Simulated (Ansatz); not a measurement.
One stationary structure of Ti3AlC. Space group Pm-3m (No. 221), anti-perovskite type. Level of theory: PBEsol (plane waves to 420 eV, PAW, scalar-relativistic; Ansatz, a quantum-chemistry and plane-wave program).

```cif
data_CAlTi3
_chemical_formula_sum 'C1 Al1 Ti3'
_space_group_name_H-M_alt 'Pm-3m'
_space_group_IT_number 221
_space_group_name_Hall '-P 4 2 3'
_cell_length_a 4.14055
_cell_length_b 4.14055
_cell_length_c 4.14055
_cell_angle_alpha 90.000
_cell_angle_beta 90.000
_cell_angle_gamma 90.000
loop_
_atom_site_label
_atom_site_type_symbol
_atom_site_symmetry_multiplicity
_atom_site_Wyckoff_symbol
_atom_site_fract_x
_atom_site_fract_y
_atom_site_fract_z
_atom_site_occupancy
C1 C 1 b 0.50000 0.50000 0.50000 1
Al1 Al 1 a 0.00000 0.00000 0.00000 1
Ti1 Ti 3 c 0.00000 0.50000 0.50000 1
```

```json
{
 "volume_per_atom": "14.20 Å³",
 "density": "4.27 g/cm³",
 "band_gap": "zero (metallic)",
 "shortest_distances": "C–Ti 2.07 Å; Al–Ti 2.93 Å; Ti–Ti 2.93 Å; Al–C 3.59 Å",
 "k-mesh": "11×11×11"
}
```

No spin polarisation in the result. The relaxed primitive cell holds an odd number of electrons. A magnetic state may lie lower.

The run could not lose the symmetry of its start.

It was reached from a disturbed copy of a R-3c (No. 167) cell, against which it lies -0.53 eV/atom.

The first start was generated by placing the elements on the sites of a structure type. Materials Project lists a structure of Ti3AlC in the same space group, Pm-3m (No. 221); the sites were not compared with it, nor with measured phases.
